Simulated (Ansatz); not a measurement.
Ir:
```cif
data_Ir
_chemical_formula_sum 'Ir1'
_space_group_name_H-M_alt 'P 1'
_space_group_IT_number 1
_cell_length_a 2.71192
_cell_length_b 2.71192
_cell_length_c 2.71192
_cell_angle_alpha 60.000
_cell_angle_beta 60.000
_cell_angle_gamma 60.000
loop_
_space_group_symop_operation_xyz
  'x, y, z'
loop_
_atom_site_label
_atom_site_type_symbol
_atom_site_fract_x
_atom_site_fract_y
_atom_site_fract_z
_atom_site_occupancy
Ir1 Ir 0.00000 0.00000 0.00000 1
```

Relaxed with r²SCAN+D4 in the plane-wave PAW code Ansatz. Indices refer to the conventional cell of Fm-3m, a = 3.835 Å, b = 3.835 Å, c = 3.835 Å, α = 90.00°, β = 90.00°, γ = 90.00°.

Simulate the powder diffraction pattern (neutron, λ = 1.5401 Å; lines above 1 %) up to 2θ = 90°.

Simulated powder pattern, neutron, λ = 1.5401 Å (kinematic, ideal powder, no thermal factors, coherent scattering alone; the 30 strongest lines at most, above 1 %, up to 2θ = 90°):

```csv
2θ (°),d (Å),I/Imax (%),hkl
40.70,2.214,97,(111)
47.35,1.918,56,(200)
69.21,1.356,62,(220)
83.51,1.156,100,(311)
88.14,1.107,32,(222)
```

The cell was relaxed with r²SCAN+D4 under the symmetry of its start. No spin polarisation was allowed. The pairwise dispersion correction was not fitted to metals. Spin–orbit coupling is left out wherever it is not named.

Potentials: the later of the program's two PAW sets.
